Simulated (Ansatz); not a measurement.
TaSi (rock salt, Fm-3m) under volume change, the program Ansatz at the PBE level (PAW), scaled uniformly.

```
V (Å³/atom)  E − E(relaxed) (meV/atom)  P (GPa)
-----------  -------------------------  -------
15.534                            82.0    18.48
16.046                               ?        ?
16.558                             8.2     5.27
17.070                             0.0     0.00
17.583                             7.4    -4.52
18.095                               ?        ?
18.607                            60.6   -11.74
```

Question: Some entries are withheld; supply them.

Answer: 
- 18.095, E − E(relaxed) (meV/atom): 28.2
- 18.095, P (GPa): -8.41
- 16.046, E − E(relaxed) (meV/atom): 34.6
- 16.046, P (GPa): 11.39

Question: What does a third-order Birch–Murnaghan fit give for V₀, B₀ and B′?

Answer: V₀ = 17.07 Å³/atom, B₀ = 162 GPa, B′ = 4.0.

The cell is a constructed one: a structure type filled with these elements; neither database checked (COD, Materials Project) lists it. Its standing as an ambient phase is unchecked. The PBE relaxation kept the symmetry of its start; of distortions, only those at the zone centre were tested. No spin polarisation was allowed. Spin–orbit coupling is left out wherever it is not named.

Potentials: the later of the program's two PAW sets.
